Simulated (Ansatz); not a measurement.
**Does relaxation matter for the field gradients of PbS with Sb replacing S?**

Start: a supercell of PbS (rock salt type, Fm-3m) built from a COD entry (the entry's cell lengths or inner coordinates differ somewhat from later room-temperature determinations), with all atoms left at the host's positions.

Space group Fm-3m (No. 225); a = 17.7945 Å.

| site | Wyckoff | site symmetry | x | y | z |
| --- | --- | --- | --- | --- | --- |
| Pb1 | 32f | .3m | 0.3333 | 0.8333 | 0.8333 |
| Pb2 | 24e | 4m.m | 0.5000 | 0.0000 | 0.8333 |
| Pb6 | 48h | m.m2 | 0.8333 | 0.1667 | 0.0000 |
| Pb27 | 4a | m-3m | 0.0000 | 0.5000 | 0.5000 |
| Sb | 4b | m-3m | 0.5000 | 0.0000 | 0.0000 |
| S29 | 48i | m.m2 | 0.6667 | 0.1667 | 0.0000 |
| S32 | 32f | .3m | 0.8333 | 0.1667 | 0.1667 |
| S42 | 24e | 4m.m | 0.0000 | 0.5000 | 0.3333 |

One atom of each set is listed; the run and its k-mesh use a cell of 54 atoms with edges of 12.58, 12.58, 12.58 Å.

All values are calculated (Ansatz; DFT, PBE, plane waves and PAW, scalar-relativistic, 420 eV cutoff, Γ-centred 2×2×2 k-points, Fermi–Dirac smearing 0.01 eV, cell charge -1), not measured.

The largest force at the start is 0.42 eV/Å. Relaxing the ions at fixed cell moves them by 0.061 Å at most (atom 5, Pb) and 0.032 Å rms.

| site | moved (Å) | first shell before | first shell after | V_zz before (10²¹ V/m²) | η before |
| --- | --- | --- | --- | --- | --- |
| Pb1 | 0.013 | 6 S at 2.97 Å | 6 S at 2.96–2.97 Å | -0.10 | 0.00 |
| Pb2 | 0.061 | 5 S at 2.97 Å, 1 Sb at 2.97 Å | 5 S at 2.96–2.99 Å, 1 Sb at 3.03 Å | -31.2 | 0.00 |
| Pb6 | 0.015 | 6 S at 2.97 Å | 6 S at 2.96–2.97 Å | 2.18 | 0.28 |
| Sb | 0.000 | 6 Pb at 2.97 Å | 6 Pb at 3.03 Å | 0.00 | – |
| S29 | 0.028 | 6 Pb at 2.97 Å | 6 Pb at 2.96–2.99 Å | 0.37 | 0.04 |
| S32 | 0.011 | 6 Pb at 2.97 Å | 6 Pb at 2.97 Å | -0.026 | 0.00 |
| S42 | 0.056 | 6 Pb at 2.97 Å | 6 Pb at 2.91–2.96 Å | -0.88 | 0.00 |

Question: What are V_zz and η after the relaxation?

Answer: 

```tsv
site	V_zz after	η after	change of V_zz
Pb1	0.22	0.00	+0.32
Pb2	-31.2	0.00	-0.04
Pb6	2.26	0.94	+0.08
Sb	0.00	–	0.00
S29	-0.67	0.01	–
S32	-0.009	0.00	+0.02
S42	-0.82	0.00	+0.06
```

The largest change of V_zz along a kept axis is on Pb1, from -0.10 to 0.22. The whole tensor moves most on Pb6, by 0.79 along its most changed direction. In per cent, |V_zz| changes by 0 to +4 on Pb, -6 on S (all sites that start above 0.5). Where |V_zz| stays above 0.1 and the axes keep their order, η moves most on Pb6, from 0.28 to 0.94. V_zz changes sign on Pb1 (same axis). On S29 the largest principal value lies along another axis in the second run, so the two V_zz can't be compared directly. Other sites without a gradient aren't listed.

The defect repeats with the cell of 54 atoms, so it feels its images: sites between two images don't show the values beside a lone defect, and zeros or small values of η there can come from the images' arrangement. A uniform background compensates the cell's charge. Spin–orbit coupling is left out, which shifts gradients on Pb by a few per cent in wide-gap crystals, and can shift them far more where the calculated gap is small or absent, as here. With a gap of 0.2 eV on this mesh, small gradients can still move by 0.1 × 10²¹ V/m² or more as the k-mesh gets denser.
Before: The neighbours have not yet relaxed around the defect (largest force 0.42 eV/Å), so a real crystal will differ.
After: The relaxation keeps the site symmetry m-3m of the start, so the impurity can't leave its site; a start off the site could end lower.
